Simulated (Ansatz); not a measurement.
The relaxed structure here is a generated cell of Pd: the first start was made by placing the elements on the sites of a structure type, and the end was not matched to a known phase here, so it may be hypothetical. Known forms of Pd include space group No. 225.

A relaxed structure of Pd. Space group Pm-3n (No. 223). The numbers are results of PBEsol (plane waves to 420 eV, PAW, scalar-relativistic; Ansatz, a program for electronic structure), not measurements.

```cif
data_Pd8
_chemical_formula_sum 'Pd8'
_space_group_name_H-M_alt 'Pm-3n'
_space_group_IT_number 223
_space_group_name_Hall '-P 4n 2 3'
_cell_length_a 4.92740
_cell_length_b 4.92740
_cell_length_c 4.92740
_cell_angle_alpha 90.000
_cell_angle_beta 90.000
_cell_angle_gamma 90.000
loop_
_atom_site_label
_atom_site_type_symbol
_atom_site_symmetry_multiplicity
_atom_site_Wyckoff_symbol
_atom_site_fract_x
_atom_site_fract_y
_atom_site_fract_z
_atom_site_occupancy
Pd1 Pd 6 c 0.00000 0.50000 0.25000 1
Pd2 Pd 2 a 0.00000 0.00000 0.00000 1
```

| Item | Value |
|---|---|
| Volume per atom | 14.95 Å³ |
| Band gap | zero (metallic) |
| Shortest distances | Pd–Pd 2.46 Å |
| k-mesh | 10×10×10 |

Band energies at high-symmetry points (eV from the Fermi level; labels of this space group; no spin-orbit coupling), from −5 eV up to 1.1 eV:

```
point                                                                                                                                                                                                                                                       energies…
-----  -------------------------------------------------------------------------------------------------------------------------------------------------------------------------------------------------------------------------------------------------------------…
Γ                                   -4.66 -4.55 -4.55 -4.55 -4.25 -3.82 -3.82 -3.82 -3.64 -3.64 -3.64 -3.30 -3.22 -3.22 -3.07 -3.07 -2.39 -2.39 -2.39 -1.86 -1.86 -1.86 -1.42 -1.42 -1.42 -1.30 -1.30 -1.30 -0.99 -0.99 -0.68 -0.68 -0.22 -0.22 -0.22 0.07 0.07 0.07…
X                                    -4.45 -4.45 -4.30 -4.30 -4.26 -4.26 -3.67 -3.67 -3.47 -3.47 -3.24 -3.24 -2.90 -2.90 -2.69 -2.69 -2.24 -2.24 -2.08 -2.08 -1.84 -1.84 -1.74 -1.74 -1.59 -1.59 -1.03 -1.03 -0.63 -0.63 -0.54 -0.54 -0.49 -0.49 0.05 0.05 0.51 0.51…
M      -4.97 -4.97 -4.85 -4.62 -4.62 -4.51 -3.81 -3.74 -3.74 -3.70 -3.59 -3.59 -3.55 -3.54 -3.17 -3.03 -2.98 -2.81 -2.71 -2.71 -2.32 -2.32 -2.16 -2.16 -2.09 -1.97 -1.29 -1.06 -1.04 -0.87 -0.87 -0.86 -0.80 -0.51 -0.51 -0.40 -0.14 -0.14 -0.09 0.07 0.30 0.30 0.64…
R                    -4.54 -4.54 -4.54 -4.54 -4.54 -4.54 -4.00 -4.00 -4.00 -4.00 -3.97 -3.97 -3.21 -3.21 -3.21 -3.21 -3.21 -3.21 -2.69 -2.69 -2.69 -2.69 -2.69 -2.69 -1.57 -1.57 -1.57 -1.57 -1.57 -1.57 -0.48 -0.48 -0.48 -0.48 -0.48 -0.48 -0.35 -0.35 -0.35 -0.35…
```

No spin polarisation in the result.

The run could not lose the symmetry of its start: the end is stationary, and may be a saddle point rather than a minimum.

All atoms sit on sites fixed by symmetry, so only the cell could relax.
